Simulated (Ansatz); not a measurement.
BN in space group P6_3/mmc (No. 194; B on 4f, N on 4f), plane-wave PAW PBE+D3(BJ) (Ansatz code). The conduction-band minimum lies at M, with 3 equivalent valleys. Second derivatives d²E/dk² of the lowest band at one valley (eV·Å²), along Cartesian directions:

```json
[
 {"direction": "[100]", "d²E/dk²": "2.497"},
 {"direction": "[010]", "d²E/dk²": "31.03"},
 {"direction": "[001]", "d²E/dk²": "8.600"},
 {"direction": "[110]", "d²E/dk²": "16.77"},
 {"direction": "[101]", "d²E/dk²": "5.548"},
 {"direction": "[011]", "d²E/dk²": "19.82"}
]
```

Find the principal effective masses, the density-of-states mass and the conductivity mass.

Off-diagonal terms follow from H_xy = H[110] − (H_xx + H_yy)/2, and m*/mₑ = 7.620 eV·Å² over each eigenvalue: 0.25, 0.89, 3.1. One valley's DOS mass (m₁m₂m₃)^(1/3) = 0.87, conductivity mass 3/(Σ 1/mᵢ) = 0.54 mₑ.

What effective density of states Nc follows at 300 K for parabolic valleys?

Nc = 2.509e19 × 3 × (0.87)^(3/2) ≈ 6.1e19 cm⁻³.

The cell is a constructed one: a structure type filled with these elements. Its sites differ from those of the usual phase in this space group: another stacking or structure type. Symmetry was held in the PBE+D3(BJ) relaxation; phonons on a q-mesh show weakly imaginary modes. The volume moved by 57 % from the start of the relaxation.

Potentials: the later of the program's two PAW sets.

Edges and masses are those of Kohn–Sham bands, whose gap is no quasiparticle gap.
